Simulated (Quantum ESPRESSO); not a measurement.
# Strain and stress in AlCu2Ir2W3

All numbers below are calculated, not measured. They come from Quantum ESPRESSO 7.5, a public plane-wave density functional program. Each row is one single-point run on a made-up periodic cell of eight metal atoms, with elements, volume, strain and displacements drawn at random and not relaxed, so a cell may be unstable or far from any real phase. There is no spin polarisation or spin-orbit coupling.

Settings: PBE unless stated; PseudoDojo standard norm-conserving files; Fermi-Dirac width 0.25 eV, which means electrons at about 2900 K; cutoff 1252 eV; 9 x 5 x 3 k mesh shifted half a step off Gamma. E is the free energy of the whole cell (internal energy minus TS), so a -TS column is already part of it. Stress is positive in tension, and the pressure P is minus a third of its trace.

Checks: one run of this series was repeated at a higher cutoff and on a denser mesh, which moved values by no more than 0.006 eV, 0.07 GPa and 0.014 eV/Å, and a second program with other atomic files agreed on it to 2 % rms in force and 0.5 GPa in pressure. Known limits: the copper pseudopotential is less sure than most, with forces differing by about three percent and pressure by about two GPa from a second method on plain copper; heavy elements are run without spin-orbit coupling, which real alloys of them have; a spin test at this wide smearing found no moment, but such smearing suppresses magnetism that the real alloy may have.

The lattice is face-centred cubic, and the cell vectors in Å are (0.021, -1.883, -1.949); (1.885, 3.729, -1.932); (7.827, -3.854, 3.902), a volume of 113.55 Å³ in run 4. The elements on sites 1 to 8 are W Al Ir Cu W Cu W Ir. Each run adds a shear e (the xy component of the symmetric strain tensor) to one drawn cell, with the atoms carried along. E is counted from run 4.

```
run  e (%)  s_xx (GPa)  s_yy (GPa)  s_zz (GPa)  s_xy (GPa)  P (GPa)  E (meV)
  1  -2.40      -13.63      -14.61      -14.49       -7.91    14.24    167.7
  2  -0.99      -12.74      -13.82      -13.55       -4.46    13.37     39.7
  3  -0.70           ?           ?           ?           ?        ?        ?
  4  -0.20      -12.49      -13.65      -13.09       -2.56    13.08      0.0
  5   0.67      -12.39      -13.63      -12.64       -0.46    12.89    -18.6
  6   0.98      -12.42      -13.69      -12.50        0.29    12.87    -18.4
  7   1.88      -12.64      -13.99      -12.18        2.48    12.94      1.6
```

## Worked fit

A parabola through the runs shown gives s_xy = -2.07 + 2.423 e - 0.003 e² GPa with e in per cent, an error of 0.004 on the linear term and a scatter of 0.01 GPa. The atoms are clamped and the cell is already under stress, so the slope belongs to this path and is not an elastic constant of a real alloy.

## Withheld run

Question: what s_xy should run 3 give?

The fit gives -3.77 ± 0.01 GPa. The calculation gave -3.76 GPa.
